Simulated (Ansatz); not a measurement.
Relaxed NaF (rock salt):

```xyz
4
Lattice="0.0000 4.5945 4.5945 2.2973 2.2973 4.5945 2.2973 2.2973 0.0000" Properties=species:S:1:pos:R:3 pbc="T T T"
F      0.0000     0.0000     0.0000
F      2.2973     4.5945     6.8918
Na     2.2973     6.8918     6.8918
Na     2.2973     4.5945     4.5945
```

A phonon eigenvector at X = (0.5, 0.5, 0.0) is frozen into this cell: atom i moves by Q times the vector below, so Q is the largest atomic displacement, in Å. The cell is held. It is one choice among 2 degenerate patterns. (q is in reciprocal vectors of the primitive cell; the cell shown is doubled to hold the pattern.)

```json
[
 {"atom": "F1", "x": "0.000", "y": "-1.000", "z": "0.000"},
 {"atom": "F2", "x": "0.000", "y": "1.000", "z": "0.000"},
 {"atom": "Na3", "x": "0.000", "y": "-0.752", "z": "0.000"},
 {"atom": "Na4", "x": "0.000", "y": "0.752", "z": "0.000"}
]
```

Method: r2SCAN (plane waves to 500 eV, PAW, scalar-relativistic; Ansatz, a first-principles code). k mesh 12×12×12 (Γ-centred), Fermi-Dirac smearing 0.05 eV. Energies are smeared free energies. NaF was relaxed with its symmetry unable to fall. The zero of ΔE is the undisplaced structure.

Successive frames, forces in eV/Å:

```
frame        ΔE (meV/cell)                F on F1                 F on F2               F on Na3                F on Na4
-----------  -------------  ---------------------  ----------------------  ---------------------  ----------------------
Q = 0.047 Å             20  (0.000, 0.257, 0.000)  (0.000, -0.257, 0.000)  (0.000, 0.234, 0.000)  (0.000, -0.234, 0.000)
Q = 0.093 Å             84  (0.000, 0.565, 0.000)  (0.000, -0.565, 0.000)  (0.000, 0.521, 0.000)  (0.000, -0.521, 0.000)
Q = 0.140 Å            205  (0.000, 0.985, 0.000)  (0.000, -0.985, 0.000)  (0.000, 0.920, 0.000)  (0.000, -0.920, 0.000)
```

Task: What are the energy and the forces in the next frame, Q = 0.187 Å?

Result: ΔE (meV/cell) = 407.

| atom | Fx | Fy | Fz |
|---|---|---|---|
| F1 | 0.000 | 1.588 | 0.000 |
| F2 | 0.000 | -1.588 | 0.000 |
| Na3 | 0.000 | 1.503 | 0.000 |
| Na4 | 0.000 | -1.503 | 0.000 |

(For displaced atoms, the force is minus the slope of the energy, and its curvature is a force constant, which sets phonon frequencies.)
